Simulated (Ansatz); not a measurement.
Starting cell, LiNbO$_{2}$ (space group P6_3/mmc):

```
CELL_PARAMETERS angstrom
      2.87039     0.00000     0.00000
     -1.43520     2.48583     0.00000
      0.00000     0.00000    10.22534
ATOMIC_POSITIONS crystal
  Li 0.00000 0.00000 0.00000
  Li 0.00000 0.00000 0.50000
  Nb 0.33333 0.66667 0.75000
  Nb 0.66667 0.33333 0.25000
  O  0.33333 0.66667 0.12224
  O  0.66667 0.33333 0.87776
  O  0.66667 0.33333 0.62224
  O  0.33333 0.66667 0.37776
```

A phonon eigenvector at Γ is frozen into this cell: atom i moves by Q times the vector below, so Q is the largest atomic displacement, in Å. The cell is held.

```
atom      x      y       z
----  -----  -----  ------
Li1   0.000  0.000   1.000
Li2   0.000  0.000  -1.000
O5    0.000  0.000  -0.657
O6    0.000  0.000  -0.657
O7    0.000  0.000   0.657
O8    0.000  0.000   0.657
```

Atoms not listed stay in place.

The numbers are results of LDA (plane waves to 420 eV, PAW, scalar-relativistic; Ansatz, a program for electronic structure), not measurements. k mesh 13×13×4 (Γ-centred), Fermi-Dirac smearing 0.05 eV. E stands for the smeared free energy. Compression counts positive. As the smearing reaches across the gap at some points, energies and forces of such displacements shift with the k mesh and the smearing. LiNbO2 is run without spin polarisation and with no Hubbard U. LiNbO2 was relaxed with its symmetry unable to fall. ΔE is measured from the undisplaced structure.

Task: What ΔE (eV/cell) and P (GPa) does the calculation give at Q (Å) = -0.280, -0.233, -0.187, 0.233, 0.280?

Result: 
```
Q (Å)   ΔE (eV/cell)  P (GPa)
------  ------------  -------
-0.280         1.919     10.5
-0.233         1.396      7.4
-0.187         0.955      4.9
0.233          1.396      7.4
0.280          1.919     10.5
```

(A displaced cell: forces are minus the slopes of the energy, force constants its curvatures, and phonons follow from these.)
